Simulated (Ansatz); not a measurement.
Profile along the Cr–Cr line in Cr (bcc, W type)

Cr (bcc, W type), conventional cell a = b = c = 2.8143 Å, α = β = γ = 90.00°. The calculation uses the primitive cell of 1 atom, to which meshes and values per cell refer.

Fields along a shortest Cr–Cr line of a {211} plane (2.44 Å), from Cr to Cr, interpolated on the slice's grid (step about 0.1 Å). All values below come from PBEsol (plane waves to 420 eV, PAW, scalar-relativistic; Ansatz, a quantum-chemistry and plane-wave program). k mesh 23×23×23. These are valence fields of a PAW run, semicore shells included where kept as valence: close to a nucleus they are smooth pseudo fields. Cr is run without spin polarisation. Cr was relaxed with its symmetry unable to fall. Real Cr orders magnetically; this run has no moments, which shifts volume and moduli. The PAW data are Ansatz's earlier set.

```
distance from Cr (Å)  valence electron density (e/Å³)  electron localisation function
--------------------  -------------------------------  ------------------------------
0.00                                            22.87                               x
0.12                                            21.11                               x
0.24                                            16.69                               x
0.37                                            11.46                               x
0.49                                             6.95                               x
0.61                                             3.75                            0.53
0.73                                             1.78                            0.39
0.85                                             0.84                            0.27
0.98                                             0.53                            0.22
1.10                                             0.43                            0.23
1.22                                             0.39                            0.26
1.34                                             0.43                            0.23
1.46                                             0.53                            0.22
1.59                                             0.84                            0.27
1.71                                             1.78                            0.39
1.83                                             3.75                            0.53
1.95                                             6.95                               x
2.07                                            11.46                               x
2.20                                            16.69                               x
2.32                                            21.11                               x
2.44                                            22.87                               x
```

x: too close to a nucleus for the ELF to mean much.

Density on the Cr–Cr line (2.44 Å) at its midpoint: 0.39 e/Å³. ELF at that point: 0.26.
